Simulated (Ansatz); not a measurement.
An Ansatz (an electronic-structure program) run. Input:

Ansatz 0.2 input:
```yaml
crystal:
  lattice:
    - [5.5531849816, 0.0, 0.0]
    - [-2.7765924908, 4.809199266, 0.0]
    - [0.0, 0.0, 6.0497700318]
  atoms:
    - { symbol: Ti, position: [0.5348468296, 0.5348468296, 0.0] }
    - { symbol: Ti, position: [0.4651531704, 0.0, 0.3333333333] }
    - { symbol: Ti, position: [0.0, 0.4651531704, 0.6666666667] }
    - { symbol: O, position: [0.4185215952, 0.273440752, 0.2150637153] }
    - { symbol: O, position: [0.726559248, 0.1450808432, 0.5483970487] }
    - { symbol: O, position: [0.8549191568, 0.5814784048, 0.881730382] }
    - { symbol: O, position: [0.273440752, 0.4185215952, 0.7849362847] }
    - { symbol: O, position: [0.1450808432, 0.726559248, 0.4516029513] }
    - { symbol: O, position: [0.5814784048, 0.8549191568, 0.118269618] }
kpoints:
  mp_grid: { grid: [6, 6, 5] }
hamiltonian:
  xc: r2scan
  pseudopotentials: { azcp: { folder: ./paw }, kind: paw }
scf:
  occupations: { method: fixed }
checkpoint: { read: static.run }
output: { write_density: true, elf: true, volumetric_format: npy }
basis: { fft_grid_basis: typed }
```

Output (shortened):

```
Pseudopotential: Ti, paw, valence charge 12
Pseudopotential: O, paw, valence charge 6
Functional definition: r2SCAN
Crystal: 9 atoms, lattice volume = 161.567 Å³
Basis set: ecut = 500 eV, 4085 PW (Γ), exchange–correlation on 180×180×180 points (64 copies of the dense FFT grid, shifted against one another)
Bands: 45, of which v1, the nominal top of the filled ones, is band 36 counted from 1 (35 counted from 0)
Symmetry: 6 space group operations
Space group: P3121 (ITA 152), of the structure as read, at distance tolerance 5.4e-5 Å
k-points: 27 of 180 (time reversal used)
Stability of the state it starts from, as read at its close in the unpolarized treatment …
iter 1 solved again at ethr=1.25e-7 eV; its pass at ethr=3.10e-3 eV (dr2=8.99e-5 eV) is discarded
SCF iter   1: F=—  HF=-10937.764811 eV  |F-HF|=—  |Δ(HF+E_count)|=         —  Δρ=7.59e-7  dr2=4.39e-10  dr2_τ=7.73e-11  ethr=1.25e-7  ⟨swp⟩=2.9  Hψ=6400  notcnv=0  defer=188
preconditioner: auto → Resta (q_TF=auto, 2.384 Å⁻¹)
SCF iter   2: F=-10937.764811 eV  HF=-10937.764811 eV  |F-HF|=4.40e-10  |Δ(HF+E_count)|=   4.00e-8  Δρ=6.59e-7  dr2=5.59e-10  dr2_τ=9.63e-11  ethr=1.00e-12  ⟨swp⟩=11.1  Hψ=5408  notcnv=0
SCF 1 converged in 2 iterations: F = -10937.764811 eV  dr2 = 5.59e-10
SCF converged after 2 iterations
Free energy (F): -10937.764811 eV
Harris-Foulkes:  -10937.764811 eV  (|F-HF|=4.40e-10)
Internal energy: -10937.764811 eV  (E = F + TS)
E sigma→0 (E₀):  -10937.764811 eV
Fermi energy:    1.093552 eV
--- Per-component energies (eV) ---
  E_band       = -1113.395141
  E_kinetic    = 1853.784188
  E_local      = -7807.009721  (includes V_loc(G=0)·N_el)
  E_nonlocal   = 481.650043
  E_hartree    = 3091.978241
  E_xc         = -762.603387
  E_vxc        = -1100.026177  (∫ρ·V_xc dr)
  E_paw        = -4135.147550  (= ΣΔE_a)
  E_vpaw       = -799.415230  (= ΣTr[D̂ρ^β])
  E_aug_tail   = 0.001503  (compensation charges beyond the density's cutoff)
  E_vtau       = 73.663252  (kinetic-family band-sum trace: ∫τ·v_τ [+ j·A + Jᵃ·Aᵃ] dr)
  E_ewald      = -3659.466112
  E_core_change = -0.952016  (= ΣΔE_core)
  E_smearing   =  0.000000  (= −TS)
  E_closure    =  0.000000  (closes the sum)
  Σ components = -10937.764811   (vs F -10937.764811, Δ=0.00e0)
  [band-id]    e_kinetic+e_local+e_nonlocal+2·e_hartree+e_vxc+e_vpaw+e_augmentation_tail+e_vtau = -1113.395660   (vs E_band -1113.395141, Δ=-5.19e-4)
--- Band table (eV; the first three rows and the last of 27) ---
  k-point 0: bands = ["-56.2769", "-56.2643", "-56.2643", "-31.6995", "-31.6648", "-31.6648", "-31.6371", "-31.6371", "-31.5224", "-31.5146", "-31.5060", "-31.5060", "-15.9209", "-15.3692", "-15.3692", "-15.2364", "-15.2364", "-15.1968", "-1.8055", "-1.8055", …
  k-point 1: bands = ["-56.2761", "-56.2676", "-56.2617", "-31.6961", "-31.6692", "-31.6682", "-31.6558", "-31.6067", "-31.5257", "-31.5191", "-31.5151", "-31.4963", "-15.8866", "-15.5051", "-15.2683", "-15.2382", "-15.2305", "-15.2003", "-1.8025", "-1.7755", …
  k-point 2: bands = ["-56.2741", "-56.2711", "-56.2603", "-31.6873", "-31.6788", "-31.6766", "-31.6595", "-31.5736", "-31.5443", "-31.5215", "-31.5204", "-31.4903", "-15.7912", "-15.6549", "-15.2389", "-15.2207", "-15.2144", "-15.2094", "-1.7900", "-1.7721", …
  k-point 26: bands = ["-56.2726", "-56.2672", "-56.2657", "-31.6996", "-31.6786", "-31.6720", "-31.6192", "-31.6081", "-31.5577", "-31.5118", "-31.5042", "-31.5024", "-15.6960", "-15.5020", "-15.4476", "-15.2281", "-15.2268", "-15.2216", "-1.7894", …
```

Cost: about 26 core-seconds (a rough figure) on shared cores.

Space group P3_121. The workflow started from a Materials Project entry (that database holds measured and hypothetical structures alike); the Crystallography Open Database files this formula in space group No. 152, but the cells were not matched. It is not the phase usual at ambient conditions (space group No. 61, 136, 141). The cell was relaxed with r²SCAN under the symmetry of its start. At this level the phase is dynamically unstable (imaginary phonons). The run is not spin-polarised.

Potentials: the earlier of the program's two PAW sets.

Ansatz is a plane-wave DFT program.
